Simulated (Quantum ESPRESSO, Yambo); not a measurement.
## Levels of theory for the gap of BaO2

BaO2 (space group I4/mmm, No. 139): one geometry, one set of PBEsol (pw.x of Quantum ESPRESSO, ONCV potentials, without SOC) orbitals, self-energies from Yambo (4×4×4 Γ-centred k mesh, 94 bands and a 8 Ry block in the screening, 94 bands in G with the Bruneval-Gonze terminator, plasmon pole fitted at 27.2 eV).

Cell and atoms were relaxed with PBEsol from Materials Project entry mp-1105, within its symmetry.

```tsv
level	gap Z → Z (eV)	rough Yambo cost
PBEsol (Quantum ESPRESSO)	2.07	–
exchange only (Hartree-Fock self-energy on PBEsol orbitals)	12.41	about 1/10 (10 states)
static COHSEX@PBEsol	4.65	within a factor of two (2 states)
G0W0@PBEsol, plasmon pole	3.74	1 (10 states)
```

Bare exchange has no screening and gives the widest gap; static COHSEX screens it but leaves out the frequency dependence, which G0W0 restores.

Costs are rough ratios of core time on shared machines.

Nearest settings tried, and what they do to the gap: 60 bands in W, 60 bands in G: +42 meV; 7 Ry block (113 vectors against 131): -38 meV. Not varied: mesh. So the settings aren't converged at that level.
